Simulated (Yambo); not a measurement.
Yambo run on BaTiO3 (space group P4mm, No. 99). The wavefunctions come from this Quantum ESPRESSO step (LDA, PseudoDojo standard norm-conserving files, scalar-relativistic):

```
&CONTROL
  calculation = 'nscf'
  pseudo_dir = './pseudo'
  outdir = './out'
/
&SYSTEM
  ibrav = 0
  nat = 5
  ntyp = 3
  ecutwfc = 84.0
  ecutrho = 336.0
  occupations = 'fixed'
  force_symmorphic = .true.
  nbnd = 129
/
&ELECTRONS
  conv_thr = 5e-09
  diago_full_acc = .true.
  diago_thr_init = 1e-08
/
ATOMIC_SPECIES
O 15.9990 O.upf
Ti 47.8670 Ti.upf
Ba 137.3270 Ba.upf
CELL_PARAMETERS angstrom
  3.990380000000   0.000000000000   0.000000000000
  0.000000000000   3.990380000000   0.000000000000
  0.000000000000   0.000000000000   4.102660000000
ATOMIC_POSITIONS crystal
O   0.000000000000   0.500000000000   0.064220000000
O   0.500000000000   0.000000000000   0.064220000000
O   0.000000000000   0.000000000000   0.548970000000
Ti   0.000000000000   0.000000000000   0.100040000000
Ba   0.500000000000   0.500000000000   0.582540000000
K_POINTS automatic
4 4 4 0 0 0
```

Yambo input:

```
rim_cut
gw0
dyson
el_el_corr
HF_and_locXC
ppa
em1d
RandQpts= 1000000
RandGvec= 1 Ry
EXXRLvcs= 84 Ry
VXCRLvcs= 336 Ry
Chimod= "HARTREE"
% BndsRnXp
 2 | 127 |
%
NGsBlkXp= 8 Ry
% LongDrXp
 1.0 | 1.0 | 1.0 |
%
PPAPntXp= 27.2114 eV
% GbndRnge
 1 | 127 |
%
GTermKind= "BG"
DysSolver= "n"
ExtendOut
% QPkrange
 1 | 1 | 20 | 21 |
 18 | 18 | 20 | 21 |
%
```

k points by index: 1 = Γ, 18 = A.

Table of the .qp output:

```
#    K-point    Band    Eo [eV]    E [eV]    E-Eo [eV]    Vxc [eV]    Vnlxc [eV]    Sc|Eo [eV]    Sc|E [eV]    dSc/dw|Eo [eV]    Re(Z)    Im(Z)
#
    1    20    -0.434838    -0.767823    -0.332985    -19.69941    -24.29170    4.159292    4.259308    -8.170353    0.769077    -0.001376
    1    21    1.769001    3.066570    1.297569    -18.83596    -11.43944    -5.730660    -6.098955    -7.722589    0.778935    -0.001445
    18    20    0.000000    -0.324221    -0.324221    -19.72943    -24.84564    4.691440    4.791992    -8.435819    0.763350    -0.001396
    18    21    4.122644    5.540056    1.417412    -21.56298    -13.18569    -6.478541    -6.959877    -9.242507    0.746445    0.003383
```
(The two width columns are left out.) Convergence of these settings isn't established.

Geometry of the Materials Project entry, not relaxed at this level.
